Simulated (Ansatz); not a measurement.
Total density of states per atom from plane-wave PAW r²SCAN (Ansatz code), in 0.25 eV bins, energy from the Fermi level:

(E (eV), states/eV/atom): (-7.85, 0.00); (-7.60, 0.00); (-7.35, 0.00); (-7.10, 0.00); (-6.85, 0.00); (-6.60, 0.00); (-6.35, 0.01); (-6.10, 0.06); (-5.85, 0.14); (-5.60, 0.32); (-5.35, 0.23); (-5.10, 0.25); (-4.85, 0.29); (-4.60, 0.24); (-4.35, 0.06); (-4.10, 0.15); (-3.85, 0.78); (-3.60, 0.59); (-3.35, 0.06); (-3.10, 0.02); (-2.85, 0.00); (-2.60, 0.01); (-2.35, 0.08); (-2.10, 0.16); (-1.85, 0.30); (-1.60, 0.38); (-1.35, 0.74); (-1.10, 1.29); (-0.85, 1.63); (-0.60, 0.15); (-0.35, 0.03); (-0.10, 0.02); (0.15, 0.12); (0.40, 0.21); (0.65, 0.23); (0.90, 0.28); (1.15, 0.29); (1.40, 0.16); (1.65, 0.09); (1.90, 0.10); (2.15, 0.15); (2.40, 0.20); (2.65, 0.32); (2.90, 0.43); (3.15, 0.33); (3.40, 0.40); (3.65, 0.49); (3.90, 0.50); (4.15, 0.59); (4.40, 0.64); (4.65, 0.64)

Q: Which compound is it?
A) Y2H2C, P-3m1 (H on 2d, Y on 2d, C on 1a)
B) Ce2SeN2, P-3m1 (Ce on 2d, Se on 1a, N on 2d)
C) YSi2, C2/c (Y on 4e, Si on 8f)
D) InHO2, Pnnm (In on 2a, H on 2c, O on 4g)

A: A, Y2H2C, P-3m1 (H on 2d, Y on 2d, C on 1a). Within 0.5 eV of the Fermi level: Y 4d 80 %, C 2p 9 %. Projections are on Löwdin-orthogonalised atomic valence shells; empty p or d shells of many metals are not among them.

The workflow started from an entry of the Crystallography Open Database (COD). Its standing as an ambient phase is unchecked. Symmetry was held in the r²SCAN relaxation; whether a distortion lowers the energy is not shown. The run is not spin-polarised. Spin–orbit coupling is left out wherever it is not named.

Potentials: the later of the program's two PAW sets.
